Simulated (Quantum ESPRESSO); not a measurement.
## Calculated data, Al2InGaP4 (made-up cell)

Computed with Quantum ESPRESSO 7.5. Calculation on a made-up crystal cell, not a measurement: periodic Kohn-Sham density functional theory in plane waves with PseudoDojo standard norm-conserving scalar-relativistic pseudopotentials, each functional with its own files (v0.5 for PBE, v0.4.1 for LDA and PBEsol), no spin polarisation, no spin-orbit coupling, atoms not relaxed, stress positive in tension, energies less a fixed whole-eV offset for each atom's element; levels are Kohn-Sham levels at fractions of this cell's reciprocal vectors, counted from the reference band (half the neutral cell's valence electrons, rounded up) at Gamma; error bars cover cutoff and k-mesh only, not smearing or the files; added strain carries the atoms with the cell, and shear is the tensor component; each bar is the largest change over components, and at least 0.002 eV, 0.002 eV per angstrom or 0.02 GPa; energies are for the whole cell, and the offsets were chosen from early runs and are not element reference energies.

Common to all runs: lattice type zincblende/diamond; functional pbe; cutoff 1088 eV; fermi dirac smearing 0.025 eV; scf tolerance 1e-07 eV; electrons removed 0; added strain kind biaxial xx and yy; k mesh 4 x 4 x 4, shifted by half a step.

```json
{"entry": 1, "formula": "Al2InGaP4", "kind": "made-up cell", "unstrained_structure": {"cell_angstrom": [[5.6798, 0.0, 0.0], [0.0, 5.6798, 0.0], [0.0, 0.0, 5.6798]], "atoms_fractional": [["Al", -0.0022, -0.00364, -0.01699], ["Ga", -0.01488, 0.49104, 0.49752], ["In", 0.48218, 0.02676, 0.50533], ["Al", 0.4931, 0.51403, -0.02449], ["P", 0.2448, 0.25777, 0.26971], ["P", 0.23179, 0.74233, 0.76705], ["P", 0.76408, 0.25175, 0.74364], ["P", 0.75163, 0.76374, 0.26603]]}, "given": {"added_strain": -0.0157, "structure_shown": "before the added strain of -0.0157", "atom_site": [1, 2, 3, 4, 5, 6, 7, 8], "atom_energy_offset [eV]": [-64, -2080, -1808, -64, -189, -189, -189, -189]}, "results": {"free_energy_less_offsets [eV]": 0.3104, "smearing_term_minus_ts [eV]": 0.0, "scf_iterations": 10, "pressure [GPa]": 1.805, "stress_xx [GPa]": -2.773, "stress_yy [GPa]": -2.065, "stress_zz [GPa]": -0.5766, "stress_yz [GPa]": 1.631, "stress_xz [GPa]": -1.756, "stress_xy [GPa]": 2.882, "force_site": [1, 2, 3, 4, 5, 6, 7, 8], "force_x [eV/angstrom]": [-0.1969, 0.4098, 0.7736, 0.9575, -1.501, -0.1704, -0.3111, 0.03841], "force_y [eV/angstrom]": [0.3833, 0.9438, -2.07, -0.638, 1.542, -0.1247, 0.7387, -0.7758], "force_z [eV/angstrom]": [1.863, -0.29, 0.9922, 1.889, -3.334, -1.06, 1.539, -1.598], "error_bar_energy [eV]": 0.006175, "error_bar_stress [GPa]": 0.02, "error_bar_force [eV/angstrom]": 0.002, "error_bars_from": "tighter rerun of a related cell"}}
{"entry": 2, "formula": "Al2InGaP4", "kind": "made-up cell", "unstrained_structure": {"cell_angstrom": [[5.6798, 0.0, 0.0], [0.0, 5.6798, 0.0], [0.0, 0.0, 5.6798]], "atoms_fractional": [["Al", -0.0022, -0.00364, -0.01699], ["Ga", -0.01488, 0.49104, 0.49752], ["In", 0.48218, 0.02676, 0.50533], ["Al", 0.4931, 0.51403, -0.02449], ["P", 0.2448, 0.25777, 0.26971], ["P", 0.23179, 0.74233, 0.76705], ["P", 0.76408, 0.25175, 0.74364], ["P", 0.75163, 0.76374, 0.26603]]}, "given": {"added_strain": -0.0055, "structure_shown": "before the added strain of -0.0055", "atom_site": [1, 2, 3, 4, 5, 6, 7, 8], "atom_energy_offset [eV]": [-64, -2080, -1808, -64, -189, -189, -189, -189]}, "results": {"free_energy_less_offsets [eV]": 0.2756, "smearing_term_minus_ts [eV]": 0.0, "scf_iterations": 10, "pressure [GPa]": 0.2183, "stress_xx [GPa]": -0.9383, "stress_yy [GPa]": -0.2753, "stress_zz [GPa]": 0.5587, "stress_yz [GPa]": 1.47, "stress_xz [GPa]": -1.62, "stress_xy [GPa]": 2.526, "force_site": [1, 2, 3, 4, 5, 6, 7, 8], "force_x [eV/angstrom]": [-0.1811, 0.394, 0.7612, 0.8964, -1.437, -0.1436, -0.3202, 0.03031], "force_y [eV/angstrom]": [0.3401, 0.8932, -1.977, -0.5823, 1.468, -0.1025, 0.7078, -0.7472], "force_z [eV/angstrom]": [1.77, -0.2699, 0.9272, 1.799, -3.159, -0.9815, 1.449, -1.534], "error_bar_energy [eV]": 0.006175, "error_bar_stress [GPa]": 0.02, "error_bar_force [eV/angstrom]": 0.002, "error_bars_from": "tighter rerun of this cell"}}
{"entry": 3, "formula": "Al2InGaP4", "kind": "made-up cell", "unstrained_structure": {"cell_angstrom": [[5.6798, 0.0, 0.0], [0.0, 5.6798, 0.0], [0.0, 0.0, 5.6798]], "atoms_fractional": [["Al", -0.0022, -0.00364, -0.01699], ["Ga", -0.01488, 0.49104, 0.49752], ["In", 0.48218, 0.02676, 0.50533], ["Al", 0.4931, 0.51403, -0.02449], ["P", 0.2448, 0.25777, 0.26971], ["P", 0.23179, 0.74233, 0.76705], ["P", 0.76408, 0.25175, 0.74364], ["P", 0.75163, 0.76374, 0.26603]]}, "given": {"added_strain": 0.0001, "structure_shown": "before the added strain of 0.0001", "atom_site": [1, 2, 3, 4, 5, 6, 7, 8], "atom_energy_offset [eV]": [-64, -2080, -1808, -64, -189, -189, -189, -189]}, "results": {"free_energy_less_offsets [eV]": 0.2735, "smearing_term_minus_ts [eV]": 0.0, "scf_iterations": 10, "pressure [GPa]": -0.5884, "stress_xx [GPa]": -6.789e-05, "stress_yy [GPa]": 0.6395, "stress_zz [GPa]": 1.126, "stress_yz [GPa]": 1.385, "stress_xz [GPa]": -1.546, "stress_xy [GPa]": 2.343, "force_site": [1, 2, 3, 4, 5, 6, 7, 8], "force_x [eV/angstrom]": [-0.1726, 0.3861, 0.7517, 0.8635, -1.4, -0.129, -0.3256, 0.02621], "force_y [eV/angstrom]": [0.3179, 0.8668, -1.925, -0.5533, 1.426, -0.0911, 0.6909, -0.7326], "force_z [eV/angstrom]": [1.721, -0.259, 0.8925, 1.753, -3.066, -0.9413, 1.401, -1.501], "error_bar_energy [eV]": 0.006175, "error_bar_stress [GPa]": 0.02, "error_bar_force [eV/angstrom]": 0.002, "error_bars_from": "tighter rerun of a related cell"}}
{"entry": 4, "formula": "Al2InGaP4", "kind": "made-up cell", "unstrained_structure": {"cell_angstrom": [[5.6798, 0.0, 0.0], [0.0, 5.6798, 0.0], [0.0, 0.0, 5.6798]], "atoms_fractional": [["Al", -0.0022, -0.00364, -0.01699], ["Ga", -0.01488, 0.49104, 0.49752], ["In", 0.48218, 0.02676, 0.50533], ["Al", 0.4931, 0.51403, -0.02449], ["P", 0.2448, 0.25777, 0.26971], ["P", 0.23179, 0.74233, 0.76705], ["P", 0.76408, 0.25175, 0.74364], ["P", 0.75163, 0.76374, 0.26603]]}, "given": {"added_strain": 0.007, "structure_shown": "before the added strain of 0.007", "atom_site": [1, 2, 3, 4, 5, 6, 7, 8], "atom_energy_offset [eV]": [-64, -2080, -1808, -64, -189, -189, -189, -189]}, "results": {"stress_xx [GPa]": null}}
```

Question: What stress xx does the calculation give for Al2InGaP4 (made-up cell) (entry 4)?
Answer: 1.093 GPa

Further results for Al2InGaP4 (made-up cell) (entry 4):

| Item | Value |
| --- | --- |
| free energy less offsets | 0.2872 eV |
| smearing term minus ts | 0 eV |
| scf iterations | 10 |
| pressure | -1.523 GPa |
| stress yy | 1.704 GPa |
| stress zz | 1.773 GPa |
| stress yz | 1.287 GPa |
| stress xz | -1.461 GPa |
| stress xy | 2.129 GPa |
| error bar energy | 0.006175 eV |
| error bar stress | 0.02 GPa |
| error bar force | 0.002 eV/Å |
| error bars from | tighter rerun of a related cell |

Forces:
```
site  x (eV/Å)  y (eV/Å)  z (eV/Å)
   1   -0.1624    0.2908     1.663
   2    0.3767    0.8358   -0.2459
   3    0.7421    -1.864    0.8526
   4    0.8249   -0.5177     1.698
   5    -1.358     1.377    -2.956
   6   -0.1125  -0.07737   -0.8939
   7   -0.3317    0.6699     1.344
   8   0.02117   -0.7148    -1.462
```
